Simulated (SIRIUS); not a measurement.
Worked example: self-consistent single point of C (P6_3/mmc, 4 atoms in the cell; from Materials Project mp-48, lattice scaled a little) in SIRIUS.

Level of theory: PBE, PseudoDojo 0.5 standard norm-conserving PBE (tails mended) pseudopotentials (plane waves; SIRIUS 7.12.0).

```xyz
4
Lattice="2.4429 0.0000 0.0000 -1.2214 2.1156 0.0000 0.0000 0.0000 7.7258" Properties=species:S:1:pos:R:3 pbc="T T T"
C      0.0000     0.0000     1.9315
C      0.0000     0.0000     5.7944
C      0.0000     1.4104     1.9315
C      1.2214     0.7052     5.7944
```

Reference input (self-consistent single point, DFT, PBE, plane waves, PseudoDojo 0.5 standard norm-conserving PBE (tails mended) pseudopotentials): parameters.ngridk = 12 12 4; parameters.xc_functionals = [XC_GGA_X_PBE, XC_GGA_C_PBE]; parameters.gk_cutoff = 9.055 1/bohr; parameters.pw_cutoff = 18.111 1/bohr; parameters.smearing = fermi_dirac; parameters.smearing_width = 0.00367493 Ha; potentials = PseudoDojo 0.5 standard norm-conserving PBE (tails mended) pseudopotentials; parameters.electronic_structure_method = pseudopotential; parameters.num_bands = 12; parameters.num_mag_dims = 0; parameters.num_dft_iter = 100; parameters.energy_tol = 1e-07 Ha. This run's input differs from it in these lines:

```diff
@@ -22,4 +22,4 @@
     "num_dft_iter": 100,
-    "energy_tol": 1e-07,
-    "density_tol": 1e-06
+    "energy_tol": 0.00037,
+    "density_tol": 1.0
   },
```

Output (repeated stretches shortened):

```
[find] density tolerance         : 1
[find] total energy tolerance    : 0.00037
[find] iter_solver_tol (initial) : 0.01
[find] iter_solver_tol (target)  : 1e-13
[find] num_dft_iter              : 100
Charges and magnetic moments
--------------------------------------------------------------------------------
total charge          : 16.000000
[find] | SCF iteration   0 out of 100|
[diagonalize] iterative solver tolerance (occupied, empty): 0.01 0.01
[diagonalize] average number of iterations: 2.82456
[find] Charges and magnetic moments
[find] total charge          : 16.000000
[find] Energy
   [... lines left out ...]

[find] Charges and magnetic moments
[find] total charge          : 16.000000
[find] Energy
[find] smearing (-TS)                 :      -0.00023025
[find] Total energy                   :     -24.09413736 (Ha),     -48.18827473 (Ry)
[find] Free energy (E-TS)             :     -24.09436762 (Ha),     -48.18873524 (Ry)
[find] band gap (eV)                  :       0.00000000
[find] Efermi                         :       0.20703230
[find] iteration : 3, RMS (target) : 2.7880e-02 (1.0000e+00) , energy difference (target) : -2.1979e-04 (3.7000e-04)
[find] bands are converged : true
[find] iterative solver converged : false
[find] converged after 4 SCF iterations!
[find] Charges and magnetic moments
[find] total charge          : 16.000000
[find] Energy
[find] smearing (-TS)                 :      -0.00023025
[find] Total energy                   :     -24.09413736 (Ha),     -48.18827473 (Ry)
[find] Free energy (E-TS)             :     -24.09436762 (Ha),     -48.18873524 (Ry)
[find] band gap (eV)                  :       0.00000000
[find] Efermi                         :       0.20703230
[ground_state] === stress tensor components [kbar] ===
[ground_state] === stress_total ===
[ground_state]  -124.991514    0.000000    0.000000
[ground_state]     0.000000 -124.991547   -0.000000
[ground_state]     0.000000   -0.000000  -55.947793
[ground_state] ==== total Forces in Ha/bohr =====
[ground_state] atom:    0, force:       0.0000000     -0.0000000      0.0000000
   [... zero for the other atoms too ...]
```

The run converged in 4 iterations. SIRIUS prints the stress tensor with tension positive. Against the reference run the free energy hardly moves (within 1 meV/atom) and the pressure goes from 7.20 to 10.20 GPa.

This run is one point of a test of settings, so its values need not be converged; read them against the reference run alone. The structure comes from a collection of computed structures, made at another level of theory; the collection holds predicted forms beside known ones. Its lattice was then scaled. No clean gap shows at this smearing width and mesh (spacing up to 0.25 Å⁻¹); the mesh is coarse for partly filled bands, so the values carry mesh errors. Semi-local functionals can close small gaps.

Cost on one core: about 25 core-seconds (a rough figure).

“Tails mended”: in these copies of the files the far tail of each local potential was reset to the Coulomb form.
